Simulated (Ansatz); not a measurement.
The guess for ZnGaC4N4 was made by a generator: two interpenetrating cyanide-bridged diamond nets (P-43m, No. 215). The dimensions are guesses.

```
Zn Ga C N
1.0
     5.85837    0.00000    0.00000
     0.00000    5.85837    0.00000
     0.00000    0.00000    5.85837
Zn Ga C N
1 1 4 4
Cartesian
  2.9292 2.9292 2.9292
  0.0000 0.0000 0.0000
  1.0947 1.0947 1.0947
  1.0947 4.7637 4.7637
  4.7637 1.0947 4.7637
  4.7637 4.7637 1.0947
  1.7702 1.7702 1.7702
  1.7702 4.0882 4.0882
  4.0882 1.7702 4.0882
  4.0882 4.0882 1.7702
```

Level of theory: DFT PBE, scalar-relativistic, plane waves, PAW (Ansatz 0.2.0). Cutoff 420 eV, Gaussian smearing, Γ-centred meshes. Cell and atoms relax first on a coarse mesh and then on a finer one. In between, the cell is made exact in the group found at 0.06 Å. In metals the finer mesh still leaves noise of several meV/atom or more. The steps can't lower the symmetry of their start. No spin polarisation.

A guess keeps its type if space group and coordination stay and the shape of the cell changes little (axis ratios within about 15 %, angles within 6°); the volume may change.

Question: Does it keep its structure type, or change into something else?

Answer: It keeps its type. The symmetry stays P-43m (No. 215). The volume per atom grows by 1.9 %, from 20.1 to 20.5 Å³. The shortest distance stays 1.17 Å (C–N). Counting neighbours within 15 % of an atom's shortest distance, the start has C 1, Ga 4, N 1, Zn 4 and the end C 1, Ga 4, N 1, Zn 4.

Energies over the elements count from the elements' standard structures at the same level (N₂ as a molecule), with no fitted energy shifts.

Question: At what energy does it end?

Answer: +0.44 eV/atom. It can't be a ground state, since the elements alone are lower.

The last run used a 6×6×6 mesh for its 10-atom cell and Gaussian smearing of 0.10 eV. An odd number of electrons in the primitive cell allows no gap without spin; a larger cell or a magnetic state could open one. The cell is a metal run without spin, though a test with spin on the coarse mesh kept 0.8 μB a cell, so a magnetic state probably lies lower. The reference form of C is held partly by dispersion forces, which this level lacks. A structure relaxed within its symmetry needn't be a true minimum.
